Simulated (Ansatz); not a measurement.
## What DFT gives for KCd₄Sb₃

```
Cd Sb K
1.0
     2.35561    4.08003    0.00000
    -2.35561    4.08003    0.00000
     0.00000   -2.72002   12.61201
Cd Sb K
4 3 1
Direct
  0.08918 0.08918 0.26754
  0.91082 0.91082 0.73246
  0.30141 0.30141 0.90423
  0.69859 0.69859 0.09577
  0.22775 0.22775 0.68325
  0.77225 0.77225 0.31675
  0.00000 0.00000 0.00000
  0.50000 0.50000 0.50000
```

The numbers come from plane-wave PAW DFT (Ansatz): PBE, no spin polarisation, 420 eV, 8×8×8 Γ-centred k points, fermi-dirac occupations (width 0.1 eV). Nothing was relaxed.

Problem. Describe some of the short contacts.

Solution. Cd–Sb at 2.79 Å: least valence density 0.33 e/Å³ and ELF 0.35 there. K–Sb at 3.57 Å: least valence density 0.06 e/Å³ and ELF 0.06 there. K–Cd at 4.00 Å: least valence density 0.03 e/Å³ and ELF 0.02 there, so no covalent bond. Both are smooth PAW fields, read partly inside the augmentation spheres.

Problem. How is the charge shared?

Solution. Bader charges in e: K +0.76, Cd +0.24 to +0.30, Sb -0.61. In the mean K gives up most and Sb takes most.

Problem. What does the stress say?

Solution. The pressure is 2.7 GPa (compression positive), so with the atoms held at these fractions the cell would first expand.

Problem. What happens at the Fermi level?

Solution. It is a metal, with about 0.49 states/eV a cell as the mean within 0.25 eV of the Fermi level, mostly Sb p (74 %) and Cd s (15 %).

Origin: a known structure type with other elements, at an estimated volume, so it need not be a known compound.
